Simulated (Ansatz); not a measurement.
YIn (CsCl type, space group No. 221) under volume change, DFT-PBEsol in the program Ansatz with PAW potentials, scaled uniformly.

```
V (Å³/atom)  E − E(relaxed) (meV/atom)     P (GPa)
-----------  -------------------------  ----------
23.175                      (withheld)  (withheld)
23.939                            20.0        4.45
24.703                             4.7        2.04
25.467                             0.0        0.00
26.231                      (withheld)  (withheld)
26.995                            16.2       -3.24
27.759                            34.8       -4.53
```

### Question
What belongs in the gaps?

### Answer

- 26.231, E − E(relaxed) (meV/atom): 4.3
- 26.231, P (GPa): -1.74
- 23.175, E − E(relaxed) (meV/atom): 47.9
- 23.175, P (GPa): 7.31

### Question
What does a third-order Birch–Murnaghan fit give for V₀, B₀ and B′?

### Answer
V₀ = 25.47 Å³/atom, B₀ = 63.1 GPa, B′ = 4.3.

Space group Pm-3m (CsCl type). The workflow started from an entry of the Crystallography Open Database (COD). Its standing as an ambient phase is unchecked. Symmetry was held in the PBEsol relaxation; of distortions, only those at the zone centre were tested. The run is not spin-polarised. Spin–orbit coupling is left out wherever it is not named.

Potentials: the later of the program's two PAW sets.
